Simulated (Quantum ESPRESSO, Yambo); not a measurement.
Levels of theory for the gap of Sr2CuBrO2

Sr$_{2}$CuBrO$_{2}$ (space group R-3m, No. 166): one geometry, one set of LDA (pw.x of Quantum ESPRESSO, ONCV potentials, without SOC) orbitals, self-energies from Yambo (4×4×4 Γ-centred k mesh, bands 5 to 149 and a 6 Ry block in the screening, 149 bands in G with the Bruneval-Gonze terminator, plasmon pole fitted at 27.2 eV).

The geometry is that of Materials Project entry mp-552537, symmetrised and not relaxed again.

| level | gap L → Γ (eV) | direct gap at Γ (eV) | rough Yambo cost |
|---|---|---|---|
| LDA (Quantum ESPRESSO) | 2.20 | 2.47 | – |
| exchange only (Hartree-Fock self-energy on LDA orbitals) | 13.47 | 14.03 | about 1/10 (8 states) |
| static COHSEX@LDA | 4.59 | 4.93 | within a factor of two (3 states) |
| G0W0@LDA, plasmon pole | 4.01 | 4.32 | 1 (8 states) |

Bare exchange has no screening and gives the widest gap; static COHSEX screens it but leaves out the frequency dependence, which G0W0 restores.

Costs are rough ratios of core time on shared machines.

Convergence of the G0W0 settings was not tested. Oxides, nitrides and fluorides with a shallow 3d shell are known to need far more bands and larger blocks.

Spin-orbit splittings are left out. The filled Cu 3d shell has no Hubbard U; semilocal functionals place it too high.
